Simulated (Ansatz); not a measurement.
## Structure optimisation: barium, dhcp

All numbers below come from DFT, r2SCAN, plane waves (500 eV) with PAW, scalar-relativistic (Ansatz). The PAW files were generated under PBE, with cores re-solved for the functional.

k-point mesh 8×8×3, Fermi-Dirac smearing 0.1 eV, no spin polarisation. Cell and atoms relax.

Starting structure:

```
Ba
1.0
     4.45449    0.00000    0.00000
    -2.22724    3.85770    0.00000
     0.00000    0.00000   14.54836
Ba
4
Direct
  0.00000 0.00000 0.00000
  0.00000 0.00000 0.50000
  0.33333 0.66667 0.25000
  0.66667 0.33333 0.75000
```

Task: What cell does the relaxation end in?

Result: P6_3/mmc with a = 4.552 Å, c = 14.911 Å (c/a = 3.276); 66.89 Å³ per atom against 62.50 at the start (7.0 %).

Task: How much energy does the relaxation gain?

Result: 7.8 meV per atom.
